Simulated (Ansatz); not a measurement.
CaO:
```xyz
4
Lattice="3.9809 0.0000 0.0000 -1.9905 3.4476 0.0000 0.0000 0.0000 4.7701" Properties=species:S:1:pos:R:3 pbc="T T T"
Ca     0.0000     2.2984     3.5776
O      1.9905     1.1492     3.5776
Ca     1.9905     1.1492     1.1925
O      0.0000     2.2984     1.1925
```

Relaxed with r²SCAN. Independent-particle spectrum: no excitons, no local fields, no scissors shift; 0.1 eV broadening; ε₁ of the summed bands alone.

**Question.** Tabulate the dielectric function from r²SCAN (plane waves, PAW; program Ansatz).

**Answer.** 

| E (eV) | ε₁ xx | ε₂ xx | ε₁ zz | ε₂ zz |
|---|---|---|---|---|
| 0.0 | 3.13 | 0.00 | 3.07 | 0.00 |
| 0.5 | 3.13 | 0.00 | 3.07 | 0.00 |
| 1.0 | 3.16 | 0.00 | 3.10 | 0.00 |
| 1.5 | 3.20 | 0.00 | 3.14 | 0.00 |
| 2.0 | 3.27 | 0.00 | 3.20 | 0.00 |
| 2.5 | 3.36 | 0.00 | 3.29 | 0.00 |
| 3.0 | 3.49 | 0.00 | 3.43 | 0.00 |
| 3.5 | 3.68 | 0.00 | 3.68 | 0.00 |
| 4.0 | 3.98 | 0.00 | 3.89 | 0.28 |
| 4.5 | 4.49 | 0.01 | 4.13 | 0.36 |
| 5.0 | 5.46 | 0.67 | 4.87 | 1.19 |
| 5.5 | 6.35 | 2.05 | 4.37 | 2.05 |
| 6.0 | 4.82 | 4.89 | 3.62 | 2.05 |
| 6.5 | 1.90 | 4.64 | 3.52 | 2.23 |
| 7.0 | 1.35 | 3.11 | 2.84 | 2.36 |
| 7.5 | 1.16 | 2.38 | 2.94 | 1.93 |
| 8.0 | 1.42 | 1.44 | 3.16 | 1.95 |
| 8.5 | 3.08 | 1.09 | 3.83 | 2.28 |
| 9.0 | 4.22 | 2.86 | 3.46 | 3.30 |
| 9.5 | 2.34 | 4.10 | 2.41 | 4.95 |
| 10.0 | 2.11 | 5.54 | 2.95 | 3.50 |
| 10.5 | -1.29 | 4.93 | -1.89 | 6.61 |
| 11.0 | -1.80 | 2.91 | -2.74 | 3.71 |
| 11.5 | -1.38 | 1.13 | -1.71 | 1.31 |
| 12.0 | -0.44 | 0.59 | -0.79 | 0.58 |

**Question.** From ε at 5.1 eV (xx: 5.59 + 0.82i), find n, k, the normal reflectivity and the absorption coefficient.

**Answer.** n = 2.37, k = 0.173, R = 17 %, α = 2kE/ħc = 89000 cm⁻¹.

With all bands, ε∞ without local fields is 3.28 (xx = yy), 3.20 (zz).

Space group P6_3/mmc. The start of the workflow was typed in or built on a structure type; the Crystallography Open Database copy checked does not list it. It is not the phase usual at ambient conditions (space group No. 225). Symmetry was held in the r²SCAN relaxation; whether a distortion lowers the energy is not shown.

Potentials: the later of the program's two PAW sets.
